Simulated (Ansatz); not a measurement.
Consider the following.

Starting cell, MgS (rock salt):

```
CELL_PARAMETERS angstrom
      0.00000     2.61485     2.61485
      2.61485     0.00000     2.61485
      2.61485     2.61485     0.00000
ATOMIC_POSITIONS crystal
  S  0.00000 0.00000 0.00000
  Mg 0.50000 0.50000 0.50000
```

In each cell atom 2 (Mg, nearest neighbour S at 2.615 Å; its periodic images, 3.7 Å or more away, move with it) moves by s·(-1.000, 0.000, 0.000) (towards the nearest neighbour), the rest being held.

Method: PBE (plane waves to 420 eV, PAW, scalar-relativistic; Ansatz, a first-principles code). k mesh 9×9×9 (Γ-centred), Fermi-Dirac smearing 0.05 eV. Energies are smeared free energies. MgS was relaxed with its symmetry unable to fall. The zero of ΔE is the undisplaced structure.

The scan covers s from -0.520 to 0.520 Å in 11 points.

Task: Is the energy the same for equal positive and negative displacements?

Result: Even: the same for both signs. With its periodic images moving along, the atom's site symmetry in this cell is m-3m.

Task: What force acts on the atom along the line at s = -0.520 Å?

Result: 3.90 eV/Å.

Task: What is the energy change at s = 0.520 Å?

Result: 667 meV/cell.

Task: What is the force constant k = d²E/ds² of this move at s = 0?

Result: 2.54 eV/Å².

Task: With two atoms in the cell this is the zone-centre optical mode. What wavenumber follows (transverse: no LO-TO term)?

Result: 224 cm⁻¹.

(A displaced cell: forces are minus the slopes of the energy, force constants its curvatures, and phonons follow from these.)
